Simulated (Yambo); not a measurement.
K2SnF6 (space group P-3m1, No. 164), G0W0@LDA in Yambo (3×3×2 mesh, plasmon pole; 7 Ry block, no terminator). The number N of bands in W and G is varied.

| N | x = 1/N | gap Γ → Γ (eV) | shift of the valence edge (eV) |
|---|---|---|---|
| 87 | 0.01149 | 9.708 | -2.042 |
| 123 | 0.00813 | 9.444 | -2.065 |
| 166 | 0.00602 | 9.331 | -2.123 |
| 209 | 0.00478 | ? | ? |

### Question
Basis-set arguments suggest E = E∞ + A x. Fix A and E∞ from the two rows above the withheld one, predict the row at 209 bands, and test the form.

### Answer
Gap: A = (9.331 − (9.444))/(0.00602 − 0.00813) = 53.6, E∞ = 9.009 eV, so 9.265 eV is predicted; the run gave 9.266 eV (miss 1 meV). The first two rows have slope 78.6, so the form doesn't hold yet over the whole range. Shift: A = (-2.123 − (-2.065))/(0.00602 − 0.00813) = 27.5, E∞ = -2.288 eV, so -2.157 eV is predicted; the run gave -2.168 eV (miss 11 meV). The first two rows have slope 6.85, so the form doesn't hold yet over the whole range. The other settings are held fixed.

The standard potential for Sn keeps a d shell in the valence without the s and p states of that shell. In tests on such compounds this moved G0W0 gaps by up to about 0.9 eV, so absolute quasiparticle energies here are unreliable; differences between settings are what counts.

Spin-orbit coupling is not included.

Geometry of the Materials Project entry, not relaxed at this level; primitive cell a = b = 5.856 Å, c = 4.582 Å, α = β = 90.00°, γ = 120.00°.

The structure is a Materials Project entry; no match was found in the copy of COD used, and its stability was not checked.

A shift is the quasiparticle energy of the state minus its LDA energy.
